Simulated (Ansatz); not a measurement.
# Is this Sr3TeC structure a true minimum?

It was reached by relaxing an invented guess, and it needn't be the stable form of this composition.

Level of theory: Ansatz 0.2.0, DFT PBE, scalar-relativistic, plane waves, PAW. Plane waves to 420 eV, a k mesh through Γ of 6×6×6 on the computed 10-atom cell and Gaussian smearing (0.10 eV); no spin polarisation.

The cell below (10 atoms, space group R-3c (No. 167)) is relaxed within its symmetry.

```yaml
crystal:
  lattice:
    - [3.81738, 2.20396, 6.19440]
    - [-3.81738, 2.20396, 6.19440]
    - [0.00000, -4.40793, 6.19440]
  atoms:
    - { symbol: Sr, position: [0.78658, 0.25000, 0.71342] }
    - { symbol: Sr, position: [0.71342, 0.78658, 0.25000] }
    - { symbol: Sr, position: [0.25000, 0.71342, 0.78658] }
    - { symbol: Sr, position: [0.21342, 0.75000, 0.28658] }
    - { symbol: Sr, position: [0.28658, 0.21342, 0.75000] }
    - { symbol: Sr, position: [0.75000, 0.28658, 0.21342] }
    - { symbol: Te, position: [0.75000, 0.75000, 0.75000] }
    - { symbol: Te, position: [0.25000, 0.25000, 0.25000] }
    - { symbol: C, position: [0.50000, 0.50000, 0.50000] }
    - { symbol: C, position: [0.00000, 0.00000, 0.00000] }
```

For the test it was strained at random (σ = 1.5 % a component), the atoms were moved at random (σ = 0.05 Å), and all was relaxed again on a coarse 6×6×6 mesh (in the run’s order of axes) with 0.20 eV smearing, with no symmetry imposed.

Spin–orbit coupling, which can matter for Te, is left out.

Question: Does it come back?

Answer: It returns, within 1 meV/atom of the unmoved cell on that mesh and with the same symmetry when read at 0.1 Å (P1 at 0.01 Å, so small strains and shifts remain). So it is stable against the distortions that fit this cell and that this random move excites. Modes that don't fit the cell aren't tested.
